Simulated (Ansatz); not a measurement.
NbP in space group Cmcm (No. 63; P on 4c, Nb on 4c) at seven volumes, PBE (plane waves, PAW; program Ansatz), shape and atoms relaxed at each. One row is withheld.

```
V (Å³/atom)  P (GPa)
-----------  -------
14.025             ?
14.487         11.72
14.949          5.37
15.412          0.00
15.874         -4.48
16.336         -8.04
16.799        -10.26
```

Fit the shown pressures and predict the withheld one.

P = (3/2)B₀(x^(7/2) − x^(5/2))[1 + (3/4)(B′ − 4)(x − 1)] with x = (V₀/V)^(2/3). Least squares on the six rows gives V₀ = 15.400 Å³/atom, B₀ = 159 GPa, B′ = 6.40. At V = 14.025, x = 1.0643 and P = 20.01 GPa. The run itself gave 19.32 GPa.

The cell is a constructed one: a structure type filled with these elements; neither database checked (COD, Materials Project) lists it. COD files the formula under space group No. 141, so this cell is another polymorph or a model. Whether it is the stable phase at ambient conditions was not checked. The cell was relaxed with PBE under the symmetry of its start; its stability against distortions is not shown here. The run is not spin-polarised.

Potentials: the later of the program's two PAW sets.
